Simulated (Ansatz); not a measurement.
RbCaH₃:
```
RbCaH3
1.0
    4.51536     0.00000     0.00000
    0.00000     4.51536     0.00000
    0.00000     0.00000     4.51536
Rb Ca H
1 1 3
Direct
  0.00000   0.00000   0.00000
  0.50000   0.50000   0.50000
  0.50000   0.00000   0.50000
  0.00000   0.50000   0.50000
  0.50000   0.50000   0.00000
```

Plane-wave PAW r²SCAN (Ansatz code) gives a gap of 3.77 eV without spin–orbit coupling, maximum at M, minimum at M.

Q: What happens when spin–orbit coupling is switched on?

A: The gap shrinks by 0.01 eV, to 3.76 eV; maximum at M, minimum at M.

Q: Give the electron effective mass with spin–orbit coupling.

A: 0.45, 0.45, 0.69 mₑ (principal values).

Q: Give the hole effective mass with spin–orbit coupling.

A: 1.2, 1.2, 3.6 mₑ (principal values).

Space group Pm-3m (cubic perovskite). The first step of the workflow began from a Materials Project structure, measured or hypothetical; the Crystallography Open Database files this formula in space group No. 221, but the cells were not matched. Whether it is the stable phase at ambient conditions was not checked. The cell was relaxed with r²SCAN under the symmetry of its start; its stability against distortions is not shown here.

Potentials: the later of the program's two PAW sets.
